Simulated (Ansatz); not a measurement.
SiMo3:
```
CELL_PARAMETERS angstrom
      4.88305     0.00000     0.00000
      0.00000     4.88305     0.00000
      0.00000     0.00000     4.88305
ATOMIC_POSITIONS crystal
  Si 0.50000 0.50000 0.50000
  Si 0.00000 0.00000 0.00000
  Mo 0.00000 0.50000 0.25000
  Mo 0.00000 0.50000 0.75000
  Mo 0.25000 0.00000 0.50000
  Mo 0.75000 0.00000 0.50000
  Mo 0.50000 0.25000 0.00000
  Mo 0.50000 0.75000 0.00000
```

Relaxed with r²SCAN.

Question: Which orbitals make up the states near the Fermi level in r²SCAN (plane waves, PAW; program Ansatz)?

Answer: Within 0.5 eV of the Fermi level: Mo 4d 87 %, Si 3p 6 %. Projections are on Löwdin-orthogonalised atomic valence shells; empty p or d shells of many metals are not among them.

Question: Tabulate the density of states.

Answer: States/eV per cell of 8 atoms, in 0.25 eV bins, energy from the Fermi level.

| E (eV) | total | Mo 4d | Si 3p | Mo 5s |
|---|---|---|---|---|
| -7.85 | 0.00 | 0.00 | 0.00 | 0.00 |
| -7.60 | 0.00 | 0.00 | 0.00 | 0.00 |
| -7.35 | 0.00 | 0.00 | 0.00 | 0.00 |
| -7.10 | 0.00 | 0.00 | 0.00 | 0.00 |
| -6.85 | 0.02 | 0.01 | 0.01 | 0.01 |
| -6.60 | 0.69 | 0.25 | 0.25 | 0.16 |
| -6.35 | 3.91 | 1.80 | 1.14 | 0.73 |
| -6.10 | 5.89 | 2.38 | 1.87 | 1.26 |
| -5.85 | 3.31 | 1.30 | 1.12 | 0.69 |
| -5.60 | 3.00 | 1.68 | 0.88 | 0.34 |
| -5.35 | 7.27 | 4.59 | 1.93 | 0.55 |
| -5.10 | 6.87 | 4.45 | 1.80 | 0.44 |
| -4.85 | 8.73 | 6.13 | 1.96 | 0.44 |
| -4.60 | 6.20 | 4.52 | 1.29 | 0.26 |
| -4.35 | 5.23 | 3.69 | 1.26 | 0.15 |
| -4.10 | 7.00 | 5.68 | 0.90 | 0.25 |
| -3.85 | 9.71 | 8.15 | 0.94 | 0.36 |
| -3.60 | 11.05 | 9.17 | 0.97 | 0.50 |
| -3.35 | 7.47 | 6.18 | 0.76 | 0.25 |
| -3.10 | 5.01 | 4.27 | 0.43 | 0.14 |
| -2.85 | 6.20 | 5.37 | 0.47 | 0.15 |
| -2.60 | 3.30 | 2.82 | 0.19 | 0.15 |
| -2.35 | 7.59 | 6.67 | 0.44 | 0.14 |
| -2.10 | 10.57 | 9.02 | 0.86 | 0.19 |
| -1.85 | 7.78 | 6.82 | 0.37 | 0.25 |
| -1.60 | 12.62 | 10.50 | 0.88 | 0.62 |
| -1.35 | 5.73 | 4.77 | 0.44 | 0.21 |
| -1.10 | 1.92 | 1.75 | 0.08 | 0.02 |
| -0.85 | 2.59 | 2.28 | 0.17 | 0.03 |
| -0.60 | 3.32 | 2.88 | 0.25 | 0.04 |
| -0.35 | 3.73 | 3.24 | 0.27 | 0.06 |
| -0.10 | 3.47 | 3.00 | 0.24 | 0.08 |
| 0.15 | 3.53 | 3.08 | 0.21 | 0.09 |
| 0.40 | 4.01 | 3.49 | 0.22 | 0.12 |
| 0.65 | 4.23 | 3.67 | 0.22 | 0.13 |
| 0.90 | 5.11 | 4.45 | 0.27 | 0.13 |
| 1.15 | 7.85 | 6.93 | 0.42 | 0.14 |
| 1.40 | 7.32 | 6.53 | 0.36 | 0.13 |
| 1.65 | 7.38 | 6.57 | 0.36 | 0.15 |
| 1.90 | 9.92 | 8.70 | 0.50 | 0.29 |
| 2.15 | 9.15 | 7.60 | 0.54 | 0.45 |
| 2.40 | 7.33 | 6.01 | 0.36 | 0.40 |
| 2.65 | 10.23 | 8.89 | 0.37 | 0.35 |
| 2.90 | 8.51 | 6.97 | 0.41 | 0.30 |
| 3.15 | 9.42 | 7.85 | 0.53 | 0.27 |

Space group Pm-3n (A15 (Cr3Si type)). The cell was relaxed with r²SCAN under the symmetry of its start. The run is not spin-polarised. Spin–orbit coupling is left out wherever it is not named.

Potentials: the later of the program's two PAW sets.
